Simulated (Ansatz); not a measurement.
## PbO: experiment and calculation

**What was measured.**

“X-ray spectroscopic study of amorphous and polycrystalline PbO films, α-PbO, and β-PbO for direct conversion imaging”, 2017, pmc:5640621 quotes, for a powder of PbO at 300 K: lattice constant a 5.6253 Å; lattice constant c 5.0259 Å.

The results are compared with them further down.

The calculation used DFT PBE+D3(BJ), scalar-relativistic, plane waves, PAW (Ansatz).

Cutoff 420 eV; k points 8×8×6 on the computed 4-atom cell (Γ-centred); Gaussian smearing, width 0.02 eV; no spin polarisation.

Relaxed structure, symmetry kept:

```
CELL_PARAMETERS angstrom
4.03438 0.00000 0.00000
0.00000 4.03438 0.00000
0.00000 0.00000 4.99322
ATOMIC_POSITIONS crystal
Pb 0.00000 0.50000 0.23775
Pb 0.50000 0.00000 0.76225
O 0.00000 0.00000 0.00000
O 0.50000 0.50000 0.00000
```

| Quantity | Value |
| --- | --- |
| Space group | P4/nmm (No. 129) |
| Volume per atom | 20.32 Å³ |
| Kohn–Sham band gap | 1.26 eV, indirect from (-0.083, -0.083, 0.000) to M |
| Löwdin character of the top 1 eV of the valence band | O 2p 66 %, Pb 6s 17 %, Pb 6p 15 % |
| Löwdin character of the lowest 1 eV of the conduction band | Pb 6p 70 %, O 2s 9 %, O 2p 9 %, unprojected 5 % |
| Electron masses at the edge by Cartesian direction of the standard setting (m_e; degenerate bands sorted by energy; no spin-orbit coupling) | x: 0.28, 0.28; y: 0.28, 0.28; z: 0.40, 0.40 |
| Hole masses at the edge by Cartesian direction of the standard setting (m_e; degenerate bands sorted by energy; no spin-orbit coupling) | x: 3.9; y: 3.9; z: 1.5 |
| Bulk modulus | 20.4 GPa |
| Its pressure derivative | 8.5 |
| Electronic dielectric constant xx, yy, zz of the standard setting (independent particles) | 7.3, 7.3, 6.6 |
| Bader charges (e) | Pb (2 in the cell) 1.16, O (2 in the cell) -1.16 |

Spin-orbit coupling is left out, which matters for the bands of heavy elements.

Measured lattice constant a of PbO: 5.6253 Å (300 K; powder; quoted in the paper above). This calculation gives 4.034 Å (-28.3 %). So large a difference can come from the functional (as between layers that it hardly binds), but also from another choice of axes, another phase or a misread value. Measured lattice constant c of PbO: 5.0259 Å (300 K; powder; quoted in the paper above). This calculation gives 4.993 Å (-0.7 %). The calculation is for 0 K without zero-point motion.